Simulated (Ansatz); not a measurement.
TiO₂ in the rutile structure, relaxed with r2SCAN in Ansatz 0.2.0: the symmetry is P4_2/mnm (No. 136, tetragonal); a = 4.597 Å, c = 2.953 Å in the conventional setting, 10.40 Å³ an atom. Around Ti lie 6 O at 1.95–1.98 Å and 2 Ti at 2.95 Å; around O lie 3 Ti at 1.95–1.98 Å. It was then strained (uniaxial along z, other directions held), atoms relaxed again within the symmetry left. Unstrained, HSE06 gives 3.384 eV (Γ, 4×4×6 mesh), and the band edges keep their places in every row. Stress is positive in compression. No spin polarisation and no zero-point or thermal motion.

Axes as in this cell:
```
Ti O
1.0
     4.59685    0.00000    0.00000
     0.00000    4.59685    0.00000
     0.00000    0.00000    2.95349
Ti O
2 4
Direct
  0.00000 0.00000 0.00000
  0.50000 0.50000 0.50000
  0.30464 0.30464 0.00000
  0.19536 0.80464 0.50000
  0.80464 0.19536 0.50000
  0.69536 0.69536 0.00000
```

| strain (%) | ε | ΔE_g, HSE06 (eV) | Δσ_zz, r2SCAN (GPa) | Δ(mean ε∞, r2SCAN) |
| --- | --- | --- | --- | --- |
| -2.0 | -0.0200 | +0.043 | +10.98 | -0.10 |
| +1.0 | +0.0100 | -0.028 | -5.03 | +0.06 |
| +2.0 | +0.0200 | -0.058 | -9.73 | +0.12 |
| +3.0 | +0.0300 | -0.088 | -14.12 | +0.19 |

**Question.** Fit ΔE_g = a x + b x² to these rows by least squares, with x = ε.

**Answer.** The normal equations take Σx² = 1.800e-03, Σx³ = 2.800e-05, Σx⁴ = 1.140e-06, ΣxΔE = -4.940e-03 and Σx²ΔE = -8.800e-05, and give a = -2.50 eV, b = -15.8 eV; the largest residual is 0.002 eV.

**Question.** Fit the change of σ_zz in the same way.

**Answer.** Δσ_zz = -517.8 x + (1567) x² GPa. The slope, 518 GPa, is C₃₃ in these axes.

**Question.** Predict the withheld row at -1.0 % (x = -0.0100).

**Answer.** ΔE_g ≈ -2.50 × (-0.0100) + (-15.8) × (-0.0100)² = +0.023 eV, and Δσ_zz ≈ +5.33 GPa. The runs give +0.023 eV and +5.32 GPa, off by 0.000 eV and -0.01 GPa.

**Question.** Fit the last column too (unstrained value 7.00), and predict it for the withheld row.

**Answer.** Δ = +5.53 x + (26.3) x², which gives -0.05 at x = -0.0100; the run gives -0.05.

For a response run the program warns that the ground state's bands aren't all converged, so ε∞ carries an extra error.
